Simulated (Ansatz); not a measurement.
# Ionic part of the dielectric constant of SrC₂, mode by mode

These are results of DFT LDA, scalar-relativistic, plane waves, PAW in Ansatz, not measurements. Plane waves to 420 eV; Γ-centred k mesh 10×10×10; fixed occupations. No spin polarisation. Phonons by linear response, acoustic sum rule imposed.

Symmetry: I4/mmm, No. 139, tetragonal system. Conventional cell: a = 3.991 Å, b = 3.991 Å, c = 6.684 Å, α = 90.00°, β = 90.00°, γ = 90.00°. Sr (site symmetry 4/mmm) is surrounded by 10 C at 2.72 to 2.89 Å. C (site symmetry 4mm) has 1 C at 1.25 Å as nearest neighbours.

The primitive cell has V = 53.25 Å³ and ε∞,zz = 4.325. Each polar mode adds Δε = (4.92064×10⁷/V)·S/ν² along z, with S its oscillator strength in e²/amu, ν in cm⁻¹ and V in Å³.

Question: From these modes, find each Δε and ε0,zz.
```
ν (cm⁻¹) S_zz (e²/amu)
   253.7         0.2455
```

Answer:
| ν (cm⁻¹) | Δε |
| --- | --- |
| 253.7 | 3.53 |

The sum is 3.527, so ε0,zz = 7.85; the run's tensor has 7.85.

Question: Where do the longitudinal modes lie for a wave vector along z?

Answer: At 342 cm⁻¹. The Lyddane–Sachs–Teller product Π(ν_LO/ν_TO)² = 1.82 matches ε0/ε∞ = 1.82.

Cost: 1 run of about 4.9 core-minutes, on Arm Neoverse N1 (shared hosts).